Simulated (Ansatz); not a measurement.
# Os: from λ and ω_log to T_c — Ansatz, plane waves and PAW

Space group P6_3/mmc (No. 194), 2 atoms in the cell of the first input below: a = 2.730 Å, b = 2.730 Å, c = 4.306 Å, α = 90.00°, β = 90.00°, γ = 120.00°.

The cell was built from a prototype of a structure type listed for this element, relaxed without spin–orbit coupling to zero pressure (pressure 0.0 GPa with this functional, without spin–orbit coupling). Functional: PBEsol.

Input:

```yaml
crystal:
  lattice:
    - [2.729701498, 0.0, 0.0]
    - [-1.364850749, 2.363990842, 0.0]
    - [0.0, 0.0, 4.3059250951]
  atoms:
    - { symbol: Os, position: [0.3333333333, 0.6666666667, 0.75] }
    - { symbol: Os, position: [0.6666666667, 0.3333333333, 0.25] }
basis:
  ecutwfc: 420
  ecutrho_ratio: 4
kpoints:
  mp_grid: { grid: [14, 14, 8] }
hamiltonian:
  xc: pbesol
scf:
  occupations: { method: methfessel_paxton, width: 0.2 }
output: {}
phonons:
  supercell: [2, 2, 2]
  qpath:
    path:
      - [[0.0, 0.0, 0.0], [0.5, 0.0, 0.0], [0.33333333, 0.33333333, 0.0], [0.0, 0.0, 0.0], [0.0, 0.0, 0.5], [0.5, 0.0, 0.5], [0.33333333, 0.33333333, 0.5], [0.0, 0.0, 0.5]]
      - [[0.5, 0.0, 0.5], [0.5, 0.0, 0.0]]
      - [[0.33333333, 0.33333333, 0.5], [0.33333333, 0.33333333, 0.0]]
    npoints: 6
  electrical_resistivity: { mesh: [28, 28, 16], temperatures: [50, 100, 200, 300, 500] }
  superconductivity: { mesh: [28, 28, 16], eliashberg_equations: false }
```

```bash
ansatz run input.yaml --threads 8 --pin off --max-ram 15360MiB --backend cpu --events-out ev --progress --plain --runs-dir out
```

Time: 2.1 min on 8 threads of Arm Neoverse V2 (shared host), peak memory 3.7 GiB.

On the finest mesh λ = 0.4984, ω_log = 17.938 meV, N(E_F) = 0.591 states per eV, spin and cell. λ by mesh: 28×28×16 0.498, 14×14×8 0.496, 7×7×4 0.536.

Problem. What T_c does McMillan's formula in the Allen–Dynes form give for μ* = 0.10?

Solution. T_c = (ω_log/1.2) exp[−1.04(1+λ)/(λ − μ*(1+0.62λ))] = (208.16 K/1.2) × exp(−1.5583/0.3675) = 2.50 K. By mesh, finest first, the same formula gives 2.50, 2.46, 3.32 K.

| μ* | McMillan (K) | Allen–Dynes with strong-coupling factors (K) |
| --- | --- | --- |
| 0.08 | 3.31 | 3.39 |
| 0.10 | 2.50 | 2.55 |
| 0.12 | 1.81 | 1.84 |
| 0.13 | 1.50 | 1.53 |
| 0.14 | 1.24 | 1.26 |
| 0.16 | 0.79 | 0.80 |
| 0.20 | 0.24 | 0.24 |

Caveats: no spin-orbit coupling, which matters for these elements; small supercell, couplings not converged in it; with so small a supercell and a typed μ*, T_c can miss a measured one by a factor of two or more.
